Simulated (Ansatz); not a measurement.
Sb: from a starting cell to a relaxed one

The start is a generated cell, Sb placed in the AFLOW prototype A_hR12_166_2h (as in B). The structure is fully relaxed (lattice and positions, P = 0) with PBEsol (plane waves to 420 eV, PAW, scalar-relativistic; Ansatz, an electronic-structure program). The first steps use a coarse 4×4×4 k-mesh.

Starting cell:
```
CELL_PARAMETERS angstrom
      3.96200     2.28746     6.76240
     -3.96200     2.28746     6.76240
      0.00000    -4.57492     6.76240
ATOMIC_POSITIONS crystal
  Sb 0.01040 0.65729 0.01040
  Sb 0.01040 0.01040 0.65729
  Sb 0.65729 0.01040 0.01040
  Sb 0.98960 0.34271 0.98960
  Sb 0.98960 0.98960 0.34271
  Sb 0.34271 0.98960 0.98960
  Sb 0.22060 0.63230 0.22060
  Sb 0.22060 0.22060 0.63230
  Sb 0.63230 0.22060 0.22060
  Sb 0.77940 0.36770 0.77940
  Sb 0.77940 0.77940 0.36770
  Sb 0.36770 0.77940 0.77940
```

- Initial pressure: +16 GPa (positive: the cell is compressed)
- Largest initial force: about 2.4 eV/Å, on Sb7, Sb8, Sb9, Sb10, Sb11, Sb12 (atoms numbered as listed)
- Outcome: The space group stays R-3m (No. 166) (the run could not lower it), with 12 atoms in the primitive cell
- Energy released: 0.57 to 0.58 eV/atom (the two k-meshes of the run give this range)
- Volume change: +7.0 %, from 30.64 to 32.80 Å³/atom
- Shortest distances (start → end): The closest pairs of elements (up to four, under 3.6 Å), start → end: Sb–Sb 2.76 → 2.83 Å
- Band gap at the end: zero (metallic)
- Optimiser moves: 20

It ends as:

```cif
data_Sb36
_chemical_formula_sum 'Sb36'
_space_group_name_H-M_alt 'R-3m :H'
_space_group_IT_number 166
_space_group_name_Hall '-R 3 2"'
_cell_length_a 9.25815
_cell_length_b 9.25815
_cell_length_c 15.90796
_cell_angle_alpha 90.000
_cell_angle_beta 90.000
_cell_angle_gamma 120.000
loop_
_atom_site_label
_atom_site_type_symbol
_atom_site_symmetry_multiplicity
_atom_site_Wyckoff_symbol
_atom_site_fract_x
_atom_site_fract_y
_atom_site_fract_z
_atom_site_occupancy
Sb1 Sb 18 h 0.25024 0.12512 0.08804 1
Sb2 Sb 18 h 0.22106 0.11053 0.40451 1
```
(The calculation used a cell of 12 atoms; values per cell refer to that cell.)

Final values are on a 6×6×6 k-mesh of the relaxed cell. No spin polarisation in the result.

The run could not lose the symmetry of its start: the end is stationary, and may be a saddle point rather than a minimum.

The relaxed structure here is a generated cell of Sb: the first start was made by placing the elements on the sites of a structure type, and the end was not matched to a known phase here, so it may be hypothetical. A known form of Sb has the same space group; whether the sites agree was not checked.
